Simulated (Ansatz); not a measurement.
BN (wurtzite)

```
BN
1.0
    2.55453     0.00000     0.00000
   -1.27726     2.21229     0.00000
    0.00000     0.00000     4.22457
B N
2 2
Direct
  0.66667   0.33333   0.99991
  0.33333   0.66667   0.49991
  0.66667   0.33333   0.62529
  0.33333   0.66667   0.12529
```

The atoms are displaced by Q × the pattern below (from a DFPT mode at Γ, largest move 1; Q in Å), at fixed cell. It is one choice among 2 degenerate patterns.

```
atom      x       y      z
----  -----  ------  -----
B1    0.000   1.000  0.000
B2    0.000  -1.000  0.000
N3    0.000   0.721  0.000
N4    0.000  -0.721  0.000
```

Level of theory: PBE (plane waves to 420 eV, PAW, scalar-relativistic; Ansatz, a quantum-chemistry and plane-wave program). k mesh 15×15×8 (Γ-centred), Fermi-Dirac smearing 0.05 eV. BN was relaxed with its symmetry unable to fall.

At one point of the scan the forces (eV/Å) are:

| atom | Fx | Fy | Fz |
|---|---|---|---|
| B1 | 0.000 | -1.892 | -0.352 |
| B2 | 0.000 | 1.892 | -0.352 |
| N3 | 0.000 | -1.732 | 0.352 |
| N4 | 0.000 | 1.732 | 0.352 |

Problem. Which point is it?
A. Q = 0.083 Å
B. Q = 0.050 Å
C. Q = 0.017 Å
D. Q = 0.067 Å

Solution. D, Q = 0.067 Å

(For displaced atoms, the force is minus the slope of the energy, and its curvature is a force constant, which sets phonon frequencies.)
